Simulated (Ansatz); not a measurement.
# WS2 with Se replacing S: what each run costs

WS2 with Se replacing S, neutral cell. Cell: 36 atoms, space group P1, a = 6.360 Å, b = 9.540 Å, c = 12.500 Å, α = 90.00°, β = 90.00°, γ = 120.00°.

All runs are DFT with Ansatz 0.2.0 on 4 threads of Arm Neoverse V1 (aarch64; 8 cores open to the job, memory cap 8.0 GiB, no GPU), a shared host.

**Question.** Rank the runs by wall time, shortest first.
A. single point at relaxed positions, r2SCAN, 500 eV, 4×3×2 k-points, smearing 0.01 eV
B. single point, PBE, 420 eV, 4×3×2 k-points, smearing 0.01 eV
C. relaxation of the ions, PBE, 420 eV, 4×3×2 k-points, smearing 0.01 eV

**Answer.** B (94 s, 3.2 GiB), A (3.5 min, 4.9 GiB), C (4.9 min, 3.7 GiB).
